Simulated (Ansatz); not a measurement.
Relaxed-ion elastic tensor of SiGe3 in space group P-4m2 (No. 115; Si on 1a, Ge on 2g, Ge on 1c) in GPa (Voigt order), DFT-PBEsol in the program Ansatz with PAW potentials; density 4.64 g/cm³, 22.00 Å³ per atom.

```
 154  22.3  48.5   0.0   0.0   0.0
22.3   154  48.5   0.0   0.0   0.0
48.5  48.5   126   0.0   0.0   0.0
 0.0   0.0   0.0  64.9   0.0   0.0
 0.0   0.0   0.0   0.0  64.9   0.0
 0.0   0.0   0.0   0.0   0.0  39.7
```

Task: Is the crystal mechanically stable?

Result: Yes: the smallest eigenvalue of C is 39.7 GPa.

Task: Work out the Voigt, Reuss and Hill averages.

Result: K_V = 74.7, K_R = 74.7, K_H = 74.7; G_V = 54.8, G_R = 51.6, G_H = 53.2 GPa.

Task: Give Young's modulus, Poisson's ratio, Pugh's ratio and the universal anisotropy index.

Result: E = 9KG/(3K + G) = 129 GPa; ν = 0.21; K/G = 1.40 (brittle by the Pugh limit of 1.75); A_U = 5G_V/G_R + K_V/K_R − 6 = 0.31.

Task: Estimate the sound speeds and the Debye temperature.

Result: v_l = √((K + 4G/3)/ρ) = 5600 m/s, v_t = √(G/ρ) = 3390 m/s, mean 3740 m/s; Θ = (h/k)(3n/4πV)^(1/3) v_m = 398 K.

Task: Solve the Christoffel equation for the three sound speeds along x, y, z.

Result: Eigenvalues of C_ijkl n_j n_l equal ρv². In km/s, slowest first: x 2.93, 3.74, 5.75; y 2.93, 3.74, 5.75; z 3.74, 3.74, 5.22.

Task: How much does each axis shrink under pressure?

Result: Linear compressibilities β_i = Σ_j S_ij (j = 1 to 3): x 4.4, y 4.4, z 4.5 per TPa.

The start of the workflow was typed in or built on a structure type; neither database checked (COD, Materials Project) lists it. Whether it is the stable phase at ambient conditions was not checked. Symmetry was held in the PBEsol relaxation; whether a distortion lowers the energy is not shown.

Potentials: the earlier of the program's two PAW sets. The files were generated under PBE; for other functionals the program regenerates the frozen cores, and for LDA and PBEsol the local potential too.
